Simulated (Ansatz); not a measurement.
Relaxed Al (fcc, Cu type):

```xyz
4
Lattice="3.9907 0.0000 0.0000 0.0000 3.9907 0.0000 0.0000 0.0000 3.9907" Properties=species:S:1:pos:R:3 pbc="T T T"
Al     0.0000     0.0000     0.0000
Al     1.9954     1.9954     0.0000
Al     1.9954     0.0000     1.9954
Al     0.0000     1.9954     1.9954
```

In this cell atom 1 (Al, nearest neighbour Al at 2.822 Å; its periodic images, 4.0 Å or more away, move with it) is moved by s along Cartesian [111], unit vector (0.577, 0.577, 0.577); all other atoms and the cell stay fixed.

Computed with r2SCAN (plane waves to 500 eV, PAW, scalar-relativistic; Ansatz, a quantum-chemistry and plane-wave program). k mesh 9×9×9 (Γ-centred), Fermi-Dirac smearing 0.05 eV. Energies are smeared free energies. With partly filled bands, energies and forces of such displacements shift with the k mesh and the smearing. On this mesh the relaxed cell isn't quite at rest: it carries a pressure of 0.3 GPa (compression positive) at the zero of the scan. Al was relaxed with its symmetry unable to fall. The PAW data are Ansatz's earlier set. The zero of ΔE is the undisplaced structure. The last digit holds for this mesh only.

| s (Å) | ΔE (meV/cell) |
|---|---|
| -0.560 | 1052.2 |
| -0.448 | withheld |
| -0.336 | 336.3 |
| -0.224 | 143.1 |
| -0.112 | 34.8 |
| 0.000 | 0.0 |
| 0.112 | 34.8 |
| 0.224 | 143.1 |
| 0.336 | 336.3 |
| 0.448 | withheld |
| 0.560 | 1052.2 |

### Question
Fit an even polynomial form (powers 2, 4, 6) to the given rows and predict ΔE at s = -0.448.

### Answer
Least squares on the 9 given rows: ΔE = (2747)·s² + (2113)·s⁴ + (-557.6)·s⁶, in meV/cell with s in Å; root-mean-square residual 0.07 meV/cell. At -0.448 the fit gives 631.9 meV/cell; the calculation gives 632.2 meV/cell, so the interpolation is off by -0.3 (-0.0 %). The quadratic term alone would give 551.3 meV/cell.

(A displaced cell: forces are minus the slopes of the energy, force constants its curvatures, and phonons follow from these.)
